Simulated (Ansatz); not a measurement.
A crystal relaxed with r2SCAN in the PAW code Ansatz has space group R-3m:H (No. 166) and a = 4.260 Å, c = 17.788 Å.

| atom | site | x | y | z |
| --- | --- | --- | --- | --- |
| Ag | 3a | 0.0000 | 0.0000 | 0.0000 |
| La | 3b | 0.6667 | 0.3333 | 0.8333 |
| Xx | 6c | 0.3333 | 0.6667 | 0.9185 |

The r2SCAN gap is indirect, 2.599 eV (k = (0.003, 0.258, 0.258) to k = (0.026, 0.297, 0.297)), below the direct gap of 2.604 eV at k = (0.026, 0.297, 0.297). Least and direct gap differ so little that the kind isn't settled. A second conduction valley, at F, lies only 1 meV higher, so their order isn't settled. With LDA the valence top lies at k = (0.003, 0.258, 0.258) and the conduction bottom at k = (0.026, 0.297, 0.297), 2.11 eV higher; the smallest vertical gap, at k = (0.026, 0.297, 0.297), is 2.12 eV. Least and direct gap differ so little that the kind isn't settled. A second conduction valley, at Γ, lies only 6 meV higher, so their order isn't settled. Meshes: r2SCAN 8×8×8, LDA 8×8×8. r2SCAN's ε∞ is 7.4 along x and y, 6.4 along z.

Problem. Which element is Xx?
A. O
B. S
C. Te
D. Se

Solution. B. Xx is S: AgLaS2, ordered on the rocksalt lattice (R-3m) with 4 atoms a cell. Ag has 6 S at 2.86 Å; La has 6 S at 2.89 Å; S has 3 Ag at 2.86 Å and 3 La at 2.89 Å.

Note: simulated data, non-magnetic, for a generated structure that need not be the stable one.

Spin-orbit coupling is left out.

Where an edge lies off the special points, it is a point of the mesh or the k point where a search put PBE's edge or least direct gap, reused for the other functionals, whose own edges may lie a little apart.

Coordinates of k points refer to the reciprocal vectors of the primitive cell of the runs.
